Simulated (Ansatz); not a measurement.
All numbers below come from DFT PBE, scalar-relativistic, plane waves, PAW, and for the lanthanide a 4f-in-core norm-conserving potential, in Ansatz 0.2.0. Several structures of HoSiI4 from a search were relaxed, and the powder pattern of one of them was computed from 10° to 70° in 2θ (λ = 1.5406 Å).

Cu Kα1 powder pattern (kinematic, no thermal factors).
```json
{"2θ (°)": "14.03", "relative intensity": "34"}
{"2θ (°)": "18.98", "relative intensity": "27"}
{"2θ (°)": "20.76", "relative intensity": "10"}
{"2θ (°)": "23.68", "relative intensity": "45"}
{"2θ (°)": "26.54", "relative intensity": "11"}
{"2θ (°)": "28.27", "relative intensity": "100"}
{"2θ (°)": "30.52", "relative intensity": "14"}
{"2θ (°)": "32.83", "relative intensity": "11"}
{"2θ (°)": "33.18", "relative intensity": "8"}
{"2θ (°)": "34.27", "relative intensity": "8"}
{"2θ (°)": "37.39", "relative intensity": "5"}
{"2θ (°)": "38.50", "relative intensity": "49"}
{"2θ (°)": "41.17", "relative intensity": "3"}
{"2θ (°)": "42.25", "relative intensity": "39"}
{"2θ (°)": "42.98", "relative intensity": "9"}
{"2θ (°)": "44.14", "relative intensity": "5"}
{"2θ (°)": "45.70", "relative intensity": "6"}
{"2θ (°)": "46.43", "relative intensity": "2"}
{"2θ (°)": "46.70", "relative intensity": "5"}
{"2θ (°)": "47.37", "relative intensity": "11"}
{"2θ (°)": "48.45", "relative intensity": "20"}
{"2θ (°)": "49.90", "relative intensity": "5"}
{"2θ (°)": "50.59", "relative intensity": "6"}
{"2θ (°)": "51.72", "relative intensity": "6"}
{"2θ (°)": "52.48", "relative intensity": "4"}
{"2θ (°)": "54.52", "relative intensity": "3"}
{"2θ (°)": "54.65", "relative intensity": "5"}
{"2θ (°)": "54.75", "relative intensity": "4"}
{"2θ (°)": "57.63", "relative intensity": "3"}
{"2θ (°)": "58.39", "relative intensity": "1"}
{"2θ (°)": "58.48", "relative intensity": "14"}
{"2θ (°)": "59.06", "relative intensity": "5"}
{"2θ (°)": "59.28", "relative intensity": "2"}
{"2θ (°)": "59.98", "relative intensity": "2"}
{"2θ (°)": "61.25", "relative intensity": "4"}
{"2θ (°)": "62.06", "relative intensity": "4"}
{"2θ (°)": "63.52", "relative intensity": "16"}
{"2θ (°)": "65.33", "relative intensity": "2"}
{"2θ (°)": "65.45", "relative intensity": "1"}
{"2θ (°)": "65.91", "relative intensity": "1"}
{"2θ (°)": "66.95", "relative intensity": "2"}
{"2θ (°)": "68.71", "relative intensity": "2"}
{"2θ (°)": "68.83", "relative intensity": "15"}
{"2θ (°)": "68.91", "relative intensity": "1"}
{"2θ (°)": "69.28", "relative intensity": "2"}
{"2θ (°)": "69.64", "relative intensity": "7"}
```

Question: Which structure gives it?
A.

Space group R3m:H (No. 160). a = 9.346 Å, b = 9.346 Å, c = 10.068 Å, α = 90.00°, β = 90.00°, γ = 120.00°
```csv
atom,site,symmetry,x,y,z
Ho,3a,3m,0.0000,0.0000,0.3314
Si,3a,3m,0.0000,0.0000,0.0589
I,9b,.m,0.8469,0.1531,0.4943
I,3a,3m,0.0000,0.0000,0.8172
```

B.

Space group P-6m2 (No. 187). a = 4.081 Å, b = 4.081 Å, c = 16.314 Å, α = 90.00°, β = 90.00°, γ = 120.00°
```csv
atom,site,symmetry,x,y,z
Ho,1f,-6m2,0.6667,0.3333,0.5000
Si,1e,-6m2,0.6667,0.3333,0.0000
I,2h,3m.,0.3333,0.6667,0.6211
I,2g,3m.,0.0000,0.0000,0.8840
```

C.

Space group P2/m (No. 10). a = 8.099 Å, b = 4.297 Å, c = 8.676 Å, α = 90.00°, β = 116.33°, γ = 90.00°
| atom | site | symmetry | x | y | z |
| --- | --- | --- | --- | --- | --- |
| Ho | 1h | 2/m | 0.5000 | 0.5000 | 0.5000 |
| Si | 1a | 2/m | 0.0000 | 0.0000 | 0.0000 |
| I | 2m | m | 0.5692 | 0.0000 | 0.2900 |
| I | 2n | m | 0.9130 | 0.5000 | 0.7419 |

Answer: A. Its strongest line, at 2θ = 28.27°, has d = λ/(2 sin θ) = 3.154 Å and is the (2 0 2) reflection of the conventional R3m cell with a = 9.346 Å, c = 10.068 Å. The others have their strongest lines at 25.8° (P-6m2); 29.3° (P2/m). In energy it lies 140 meV/atom above the lowest of those shown.

These are computed cells and needn't be stable.

The lanthanide is trivalent by construction, without f bands, f moments or other valences.
